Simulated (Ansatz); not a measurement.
All numbers below come from DFT PBE, scalar-relativistic, plane waves, PAW, and for the lanthanide a 4f-in-core norm-conserving potential, in Ansatz. Settings of the last relaxation (5-atom cell): 660 eV, 8×8×8 k points, Gaussian smearing of 0.10 eV, no spin polarisation.

Formation energies are uncorrected and refer to the elements' standard structures at the same level.

Task: Give a relaxed trial structure of a cubic metal made of Nd and S, with a formation energy near −0.67 eV/atom and about 34 Å³ per atom, in a cell of 5 atoms.

Result: Nd₄S, space group Pm-3m (No. 221). Nd on a site of symmetry 4/mmm has 2 S at 2.76 Å and 12 Nd at 3.90 Å; around Nd on a site of symmetry m-3m lie 12 Nd at 3.90 Å; S is surrounded by 6 Nd at 2.76 Å.

```
Nd S
1.0
     5.51918    0.00000    0.00000
     0.00000    5.51918    0.00000
     0.00000    0.00000    5.51918
Nd S
4 1
Direct
  0.00000 0.50000 0.50000
  0.50000 0.50000 0.00000
  0.50000 0.00000 0.50000
  0.00000 0.00000 0.00000
  0.50000 0.50000 0.50000
```

The volume per atom is 33.62 Å³ and the density is 6.02 g/cm³. The energy over the elements is −0.67 eV/atom and the gap on the 8×8×8 mesh of the 5-atom cell is 0 eV (a metal).

It was reached by relaxing an invented guess, and it needn't be the stable form of this composition. The answer needn't be unique; the calculation gave this one.

The reference form of S is held partly by dispersion forces, which this level lacks. Symmetry constrained the relaxation, so the result can be a saddle point.

The lanthanide is trivalent by construction, without f bands, f moments or other valences. The reference runs of the other elements, and any phases without the lanthanide, used 420 eV, which shifts energies against them by under 10 meV/atom. The lanthanide's reference is the lowest of its hcp, dhcp and fcc cells.
